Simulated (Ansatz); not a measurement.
Values for one crystal, relaxed and computed with DFT-r²SCAN+D4 in the program Ansatz with PAW potentials; other levels are named.

* **Volume per atom**: 14.63 Å³
* **Electronic character**: metallic (no gap)
* **Young's modulus**: 473 GPa
* **Elastic constants (relaxed ions, GPa)**: C11 = 647, C12 = 298, C13 = 238, C33 = 706, C44 = 167
* **Mechanical stability**: stable (all eigenvalues of C positive)
* **Poisson's ratio**: 0.30
* **Debye temperature from the elastic constants**: 399 K

Problem. Which of these materials gives this?
A. Rb, bcc (W type)
B. Tl, hcp (Mg type)
C. Fe, bcc (W type)
D. Re, hcp (Mg type)

Solution. D, Re, hcp (Mg type)

Space group P6_3/mmc (hcp (Mg type)). The cell was relaxed with r²SCAN+D4 under the symmetry of its start. The run is not spin-polarised. The pairwise dispersion correction was not fitted to metals. As this level gives no gap, shear constants depend on the k-mesh and smearing (Fermi–Dirac, 0.1 eV here). Scalar-relativistic: spin–orbit coupling is off unless named, which matters more the heavier the elements.

Potentials: the later of the program's two PAW sets.
